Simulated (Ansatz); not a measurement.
Cs2TcF6:
```
Cs2TcF6
1.0
    6.04663     0.00000     0.00000
   -3.02332     5.23654     0.00000
    0.00000     0.00000     4.77180
Tc Cs F
1 2 6
Cartesian
  0.00000   0.00000   0.00000
  0.00000   3.49103   1.40509
  3.02332   1.74551   3.36671
  1.38613   0.80028   1.06664
  4.66051   0.80028   1.06664
  3.02332   3.63598   1.06664
  0.00000   1.60056   3.70516
 -1.63719   4.43626   3.70516
  1.63719   4.43626   3.70516
```

Relaxed with LDA. Special points in fractions of this cell's reciprocal vectors: Γ (0.000, 0.000, 0.000); M (0.500, 0.000, 0.000); K (0.333, 0.333, 0.000); A (0.000, 0.000, 0.500); L (0.500, 0.000, 0.500); H (0.333, 0.333, 0.500).

### Question
List the band energies nearest the Fermi level at these points for LDA (plane waves, PAW; program Ansatz).

### Answer
In eV from the Fermi level; about four levels below and three above (degenerate sets whole), none deeper than 8.9 eV; points with the same levels are listed once.

```json
[
 {"k": "Γ", "below": "-4.28 -4.28 -0.08 -0.01 -0.01", "above": "3.51 3.51 3.99"},
 {"k": "M", "below": "-4.42 -4.40 -4.38 -0.09", "above": "0.03 0.08 3.10"},
 {"k": "K", "below": "-4.41 -4.41 -4.40 -0.05", "above": "0.04 0.04 3.25 3.25"},
 {"k": "A", "below": "-4.35 -4.35 -0.04 -0.04", "above": "0.01 3.28 3.28"},
 {"k": "L", "below": "-4.52 -4.48 -4.33 -0.10", "above": "0.02 0.09 3.30"},
 {"k": "H", "below": "-4.42 -4.42 -4.40 -0.03 -0.03", "above": "0.09 3.36 3.36"}
]
```

Space group P-3m1. The workflow started from an entry of the Crystallography Open Database (COD, 200 K). Whether it is the stable phase at ambient conditions was not checked. The LDA relaxation kept the symmetry of its start; of distortions, only those at the zone centre were tested. No spin polarisation was allowed. With an odd number of electrons in the cell and no spin polarisation, the count alone makes it a metal. Scalar-relativistic: spin–orbit coupling is off unless named, which matters more the heavier the elements.

Potentials: the later of the program's two PAW sets.
